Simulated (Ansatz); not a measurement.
Structure: NaTlTe2, ordered on the zincblende lattice (P-4m2) with 4 atoms a cell, at its r2SCAN minimum. Space group P-4m2 (No. 115), tetragonal; a = 4.635 Å, c = 7.423 Å in the conventional setting, 39.86 Å³ an atom. Around Na lie 4 Te at 3.06 Å; around Te lie 2 Tl at 2.88 Å and 2 Na at 3.06 Å; around Tl lie 4 Te at 2.88 Å.

```cif
data_structure
_symmetry_space_group_name_H-M 'P-4m2'
_symmetry_Int_Tables_number 115
_cell_length_a 4.6346
_cell_length_b 4.6346
_cell_length_c 7.4229
_cell_angle_alpha 90.000
_cell_angle_beta 90.000
_cell_angle_gamma 90.000
_cell_volume 159.44
loop_
_atom_site_label
_atom_site_type_symbol
_atom_site_symmetry_multiplicity
_atom_site_Wyckoff_symbol
_atom_site_fract_x
_atom_site_fract_y
_atom_site_fract_z
_atom_site_occupancy
Na1 Na 1 a 0.00000 0.00000 0.00000 1
Te1 Te 2 g 0.00000 0.50000 0.26857 1
Tl1 Tl 1 c 0.50000 0.50000 0.50000 1
```

5 runs of Ansatz 0.2.0 on this cell differ in the functional (and in the settings that go with it). Levels are in eV from each run's valence top; v1 is the last filled band, c1 the first empty one.

Run A, mean stress 0.0 GPa (compression positive):

| point | v4 | v3 | v2 | v1 | c1 | c2 |
| --- | --- | --- | --- | --- | --- | --- |
| Γ | -1.42 | -0.47 | 0.00 | 0.00 | 0.31 | 2.90 |
| X | -1.75 | -1.42 | -0.99 | -0.05 | 1.45 | 4.77 |
| M | -1.72 | -1.66 | -1.66 | -0.94 | 1.38 | 3.28 |

Run B, mean stress -0.1 GPa (compression positive):

| point | v4 | v3 | v2 | v1 | c1 | c2 |
| --- | --- | --- | --- | --- | --- | --- |
| Γ | -1.42 | -0.41 | 0.00 | 0.00 | 0.70 | 3.30 |
| X | -1.73 | -1.51 | -0.93 | -0.10 | 1.94 | 5.19 |
| M | -1.90 | -1.67 | -1.67 | -1.05 | 1.88 | 3.70 |

Run C, mean stress -0.2 GPa (compression positive):

| point | v4 | v3 | v2 | v1 | c1 | c2 |
| --- | --- | --- | --- | --- | --- | --- |
| Γ | -1.45 | -0.40 | 0.00 | 0.00 | 1.32 | 3.97 |
| X | -1.76 | -1.55 | -0.93 | -0.12 | 2.61 | 5.88 |
| M | -1.96 | -1.70 | -1.70 | -1.09 | 2.55 | 4.36 |

Run D, mean stress -1.5 GPa (compression positive):

| point | v4 | v3 | v2 | v1 | c1 | c2 |
| --- | --- | --- | --- | --- | --- | --- |
| Γ | -1.41 | -0.47 | -0.08 | 0.00 | 0.00 | 2.41 |
| X | -1.77 | -1.47 | -1.01 | -0.04 | 1.14 | 4.23 |
| M | -1.74 | -1.66 | -1.66 | -0.92 | 1.10 | 2.82 |

Run E, mean stress +0.9 GPa (compression positive):

| point | v4 | v3 | v2 | v1 | c1 | c2 |
| --- | --- | --- | --- | --- | --- | --- |
| Γ | -1.38 | -0.46 | 0.00 | 0.00 | 0.07 | 2.58 |
| X | -1.72 | -1.43 | -0.98 | -0.04 | 1.23 | 4.38 |
| M | -1.70 | -1.63 | -1.63 | -0.91 | 1.20 | 3.00 |

Question: Match the runs to LDA, PBE, r2SCAN, HSE06, PBE0.

Answer: A is r2SCAN, B is HSE06, C is PBE0, D is LDA, E is PBE. In order of the gap: LDA 0, PBE 0.07, r2SCAN 0.31, HSE06 0.70, PBE0 1.32 eV.

These are computed values for a spin-unpolarised cell that may be hypothetical; none is a measurement.

Spin-orbit coupling is left out; in compounds of Pb, Bi, Tl or Hg it can lower a gap by up to about 1 eV, split its edges or invert the bands.

The program warns that its thresholds are loose for a hybrid's stress.

Gaps or overlaps of about a tenth of an eV are at the limit of these meshes: between the points read a gap can be smaller or closed.

The meshes of the hybrids are coarse, so their gaps aren't converged to the digits shown.
